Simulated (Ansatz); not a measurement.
Here is an unrelaxed guess for ZrTi3C4.

```cif
data_structure
_symmetry_space_group_name_H-M 'P 1'
_symmetry_Int_Tables_number 1
_cell_length_a 4.8054
_cell_length_b 4.8054
_cell_length_c 4.8054
_cell_angle_alpha 90.000
_cell_angle_beta 90.000
_cell_angle_gamma 90.000
_cell_volume 110.97
loop_
_atom_site_label
_atom_site_type_symbol
_atom_site_fract_x
_atom_site_fract_y
_atom_site_fract_z
_atom_site_occupancy
Zr1 Zr 0.00000 0.00000 0.00000 1
Ti1 Ti 0.50000 0.00000 0.50000 1
Ti2 Ti 0.50000 0.50000 0.00000 1
Ti3 Ti 0.00000 0.50000 0.50000 1
C1 C 0.00000 0.50000 0.00000 1
C2 C 0.50000 0.50000 0.50000 1
C3 C 0.00000 0.00000 0.50000 1
C4 C 0.50000 0.00000 0.00000 1
```

Computed with DFT PBE, scalar-relativistic, plane waves, PAW in Ansatz 0.2.0. Cutoff 420 eV; k points 4×4×4 on the computed 8-atom cell (Γ-centred); Gaussian smearing, width 0.10 eV; no spin polarisation.

The zero of energy is the elements' standard structures at the same level; no fitted shifts are applied.

Question: How far from equilibrium is it?

Answer: The pressure is -34.5 GPa (it wants to contract), the largest force is 0.00 eV/Å (symmetry fixes the atoms), and the energy is −0.39 eV/atom against the elements. The shortest distance is 2.40 Å.

Question: Is it a good guess?

Answer: A rough one: relaxing gains about 0.37 eV/atom (the start's value is from the coarse mesh, so the gain is rough) in 8 ionic steps and ends at −0.76 eV/atom on the finer mesh. The symmetry stays Pm-3m (No. 221). The volume per atom shrinks by 20.9 %, from 13.9 to 11.0 Å³. The shortest distance goes from 2.40 Å (Ti–C and Zr–C) to 2.22 Å (Ti–C and Zr–C). Conventional cell: a = 4.444 Å. Around Zr lie 6 C at 2.22 Å and 12 Ti at 3.14 Å; Ti has 6 C at 2.22 Å, 4 Zr at 3.14 Å and 8 Ti at 3.14 Å; C on a site of symmetry 4/mmm is surrounded by 2 Zr at 2.22 Å and 4 Ti at 2.22 Å; 1 more site not described.

The last run used an 8×8×8 mesh for its 8-atom cell and Gaussian smearing of 0.10 eV. The reference form of C is held partly by dispersion forces, which this level lacks. The relaxation can't lower the symmetry of the start, and the grade says only how near the guess is to its own end. A structure relaxed within its symmetry needn't be a true minimum.
